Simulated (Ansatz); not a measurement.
Rb₃ScBe₆ in Ansatz, settings compared

Run with:

```bash
ansatz run input.yaml --threads 1 --pin off --max-ram 2560MiB --backend cpu --events-out ev --progress --plain --runs-dir out
```

input.yaml:

```yaml
crystal:
  lattice:
    - [0.0, 4.688566, 4.688566]
    - [4.688566, 0.0, 4.688566]
    - [4.688566, 4.688566, 0.0]
  atoms:
    - { symbol: Rb, position: [0.25, 0.25, 0.25] }
    - { symbol: Rb, position: [0.75, 0.75, 0.75] }
    - { symbol: Rb, position: [0.5, 0.5, 0.5] }
    - { symbol: Be, position: [0.2299, 0.7701, 0.7701] }
    - { symbol: Be, position: [0.7701, 0.2299, 0.7701] }
    - { symbol: Be, position: [0.7701, 0.2299, 0.2299] }
    - { symbol: Be, position: [0.2299, 0.7701, 0.2299] }
    - { symbol: Be, position: [0.7701, 0.7701, 0.2299] }
    - { symbol: Be, position: [0.2299, 0.2299, 0.7701] }
    - { symbol: Sc, position: [0.0, 0.0, 0.0] }
  symmetry: { tolerance: 0.0003 }
kpoints:
  mp_grid: { grid: [4, 4, 4], shift: [0, 0, 0] }
magnetization:
  spin_polarized: false
scf:
  occupations: { method: methfessel_paxton, width: 0.0598 }
hamiltonian:
  pseudopotentials: { kind: paw }
  xc: pbe
basis:
  ecutwfc: 420
output:
  forces: true
  stress: true
  eigenvalues: true
```

Origin of the cell: a known structure type with other elements, at an estimated volume, so it need not be a known compound.

Output of this run (shortened):

```
Pseudopotentials: kind: paw
Pseudopotential: Rb, paw, valence charge 9, recommended cutoff 420 eV (normal), Rb.paw.azcp
Pseudopotential: Be, paw, valence charge 2, recommended cutoff 420 eV (normal), Be.paw.azcp
Pseudopotential: Sc, paw, valence charge 11, recommended cutoff 420 eV (normal), Sc.paw.azcp
Functional definition: PBE
  exchange = pbe_x(kappa = kappa, mu = beta*pi^2/3)
  correlation = pbe_c(beta = beta)
Crystal: 10 atoms, lattice volume = 206.134 Å³
Basis set: ecut = 420 eV, 4015 PW (Γ), exchange–correlation on 90×90×90 points (8 copies of the dense FFT grid, shifted against one another)
Bands: 35, of which v1, the nominal top of the filled ones, is band 25 counted from 1 (24 counted from 0)
Symmetry: 48 space group operations
Space group: Fm-3m (ITA 225), of the structure as read, at distance tolerance 1.8e-3 Å
[… 7 lines left out …]
Initial density: superposition of atomic densities (neutral atoms: chi_scale 0, normalization atom), corrected by the library's trained network
Functional: x = pbe(κ = 0.804, μ = 0.219515), c = pbe(β = 0.066725)
SCF iter   1: F=—  HF=-12474.115533 eV  Δρ=7.05e-3  dr2=2.35e-1  defer=1
SCF iter   2: F=—  HF=-12474.088326 eV  S|Δr|=    0.00e0  Δρ=4.16e-3  dr2=9.56e-2  defer=12
SCF iter   3: F=—  HF=-12474.065652 eV  S|Δr|=    0.00e0  Δρ=9.54e-4  dr2=7.04e-3  defer=12
SCF iter   4: F=—  HF=-12474.063759 eV  S|Δr|=    0.00e0  Δρ=3.68e-4  dr2=5.39e-4  defer=12
SCF iter   5: F=—  HF=-12474.063674 eV  S|Δr|=    0.00e0  Δρ=5.87e-5  dr2=1.28e-5  defer=12
SCF iter   6: F=—  HF=-12474.063474 eV  S|Δr|=    0.00e0  Δρ=1.57e-5  dr2=7.28e-7  defer=17
SCF iter   7: F=-12474.063474 eV  HF=-12474.063474 eV  S|Δr|=    0.00e0  Δρ=3.31e-6  dr2=3.78e-8
SCF 1 converged in 7 iterations: F = -12474.063474 eV  dr2 = 3.78e-8
SCF converged after 7 iterations
Stability not checked: this state was not tested for a lower state beside it, because cold or Methfessel-Paxton smearing, or corrected tetrahedra, fill the levels in a way that the test cannot read (fill_not_monotonic; […]
Free energy (F): -12474.063474 eV
Harris-Foulkes:  -12474.063474 eV  (|F-HF|=1.18e-8)
Internal energy: -12474.062554 eV  (E = F + TS)
E sigma→0 (E₀):  -12474.063244 eV
Entropy (-TS):   -0.000920 eV (-0.092 meV/atom)
Fermi energy:    5.677702 eV
--- Per-component energies (eV) ---
  E_band       = -364.994482
  E_kinetic    = 952.703451
  E_local      = -2766.220143  (includes V_loc(G=0)·N_el)
  E_nonlocal   = 651.911186
  E_hartree    = 846.885402
  E_xc         = -607.036964
  E_vxc        = -655.395691  (∫ρ·V_xc dr)
  E_paw        = -9171.651295  (= ΣΔE_a)
  E_vpaw       = -241.769053  (= ΣTr[D̂ρ^β])
  E_aug_tail   = 0.000004  (compensation charges beyond the density's cutoff)
  E_ewald      = -2380.654194
  E_smearing   = -0.000920  (= −TS)
  Σ components = -12474.063474   (vs F -12474.063474, Δ=0.00e0)
--- Forces (eV/Å), atoms counted from 1 ---
  atom   1  Rb     0.000000    -0.000000    -0.000000
  atom   2  Rb     0.000000     0.000000     0.000000
[… 3 lines left out …]
  atom   6  Be    -0.479568    -0.000000    -0.000000
  atom   7  Be     0.000000    -0.479568     0.000000
  atom   8  Be     0.000000     0.000000     0.479568
  atom   9  Be    -0.000000    -0.000000    -0.479568
  atom  10  Sc    -0.000000     0.000000     0.000000
  max |Σ_I F_I| component: 4.44e-16 eV/Å
--- Stress (GPa, compression-positive) ---
       14.567036      -0.000000       0.000000
       -0.000000      14.567036       0.000000
        0.000000       0.000000      14.567036
  P = ⅓ Tr σ = 14.5670 GPa (145.670 kbar)
```

The same input was run again with these changes:

1. `basis.xc_grid` default → 4
2. `basis.xc_grid` default → 4
3. `scf.algorithm` default → direct_min; `basis.ecutrho_ratio` default → 12
4. `hamiltonian.xc` pbe → pbesol

```tsv
run	end	SCF iterations	P (GPa)	max force component (eV/Å)	moment (μB)	ΔE(σ→0) (meV/atom)
base	converged	7	14.57	0.480	–	0
1	converged	7	14.57	0.480	–	0.00
2	converged	7	14.57	0.480	–	0.00
3	converged	11	14.57	0.480	–	0.00
4	converged	7	12.90	0.453	–	–
```

Energies are compared only where functional, datasets, charge and starting cell are the same.

The base run ran for 3.4 s on 1 thread of Arm Neoverse V2, on a shared host, peak memory 0.42 GiB, from the program's own first density.
